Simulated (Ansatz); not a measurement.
Zn₁₃Co:
```xyz
14
Lattice="5.2984 3.7431 0.0000 -5.2984 3.7431 0.0000 -0.9321 0.0000 4.8766" Properties=species:S:1:pos:R:3 pbc="T T T"
Zn     0.5180     5.3024     1.5373
Zn    -1.4501     5.3024     3.3392
Zn    -1.4501     2.1837     3.3392
Zn     0.5180     2.1837     1.5373
Co    -0.4661     0.0000     2.4383
Zn     1.1237     6.1410     3.9011
Zn    -2.0558     6.1410     0.9755
Zn    -2.0558     1.3452     0.9755
Zn     1.1237     1.3452     3.9011
Zn    -3.2880     3.7431     1.8065
Zn     2.3559     3.7431     3.0701
Zn     0.3288     3.7431     4.5516
Zn    -1.2609     3.7431     0.3250
Zn     0.0000     0.0000     0.0000
```

Relaxed with r²SCAN. Special points in fractions of this cell's reciprocal vectors: Γ (0.000, 0.000, 0.000); C (0.379, 0.379, 0.000); C2 (-0.379, 0.621, 0.000); Y2 (-0.500, 0.500, 0.000); M2 (-0.500, 0.500, 0.500); D (-0.328, 0.672, 0.500); D2 (0.328, 0.328, 0.500); A (0.000, 0.000, 0.500); L2 (0.000, 0.500, 0.500); V2 (0.000, 0.500, 0.000).

### Question
List the band energies nearest the Fermi level at these points for r²SCAN in the plane-wave PAW code Ansatz.

### Answer
In eV from the Fermi level; about four levels below and three above (degenerate sets whole), none deeper than 8.9 eV; points with the same levels are listed once.

```tsv
k	below	above
Γ	-1.50 -1.03 -0.95 -0.10	0.04 0.16 0.30
C	-1.26 -1.11 -0.74 -0.33	0.48 0.71 0.85
Y2	-1.56 -1.55 -0.56 -0.54	0.23 0.40 1.06
M2	-2.08 -1.87 -1.83 -1.57	0.31 0.58 1.30
D	-1.79 -1.33 -0.40 -0.02	0.46 0.68 1.27
A	-1.72 -1.24 -0.96 -0.86	0.13 2.37 2.41
L2	-1.53 -0.61 -0.52 -0.47	0.23 1.03 1.11
V2	-1.33 -1.06 -0.55 -0.04	0.46 1.22 2.18
```

Space group C2/m. The workflow started from an entry of the Crystallography Open Database (COD). Its standing as an ambient phase is unchecked. Symmetry was held in the r²SCAN relaxation; whether a distortion lowers the energy is not shown. The workflow began spin-polarised and lost its moments. The cell computed holds one magnetic atom, so no antiferromagnetic order was within reach.

Potentials: the later of the program's two PAW sets.
